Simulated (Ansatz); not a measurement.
AgRu₂, a known structure type with other elements, at an estimated volume

```yaml
crystal:
  lattice:
    - [2.77522, 0.00000, 0.00000]
    - [0.00000, 2.77522, 0.00000]
    - [0.00000, 0.00000, 5.72598]
  atoms:
    - { symbol: Ru, position: [0.50000, 0.50000, 0.29500] }
    - { symbol: Ru, position: [0.50000, 0.50000, 0.70500] }
    - { symbol: Ag, position: [0.00000, 0.00000, 0.00000] }
```

Single point in Ansatz 0.2.0 with LDA, spin-orbit coupling. Cutoff 420 eV, PAW datasets, 10×10×5 Γ-centred k mesh, fermi-dirac filling (width 0.1 eV).

The state carries no moments; the state need not be the lowest.

(1) What is the formation energy?

(2) Which element gives electrons and which takes them?

(3) What happens at the Fermi level?

(4) Where is the largest force?

Origin: a known structure type with other elements, at an estimated volume, so it need not be a known compound. Caveats: atoms or cell far from equilibrium; the SCF threshold is loose for a stress.

Cost: 88 s on 2 threads of Intel(R) Xeon(R) Platinum 8375C CPU @ 2.90GHz (Ice Lake), on a shared host, peak memory 0.71 GiB (start from a saved density). The time holds forces, stress, Bader, DOS, bands, ELF.

Answers

(1) 1.10 eV an atom against the elements' usual phases (free molecules for gases, crystals otherwise, with no correction for O₂ or N₂), so at this geometry it isn't bound against them. Relaxing would lower it.

(2) Bader charges in e: Ag -0.13, Ru +0.07. In the mean Ru gives up most and Ag takes most, against the order of Pauling's electronegativities.

(3) It is a metal, with about 4.3 states/eV a cell as the mean within 0.25 eV of the Fermi level, mostly Ru d (88 %).

(4) The largest is on Ru1 (and as large on other atoms): 3.29 eV/Å, components (0.00, 0.00, 3.29). It makes 0° with the line to a nearest neighbour, Ru2 at 2.35 Å, pointing towards it.
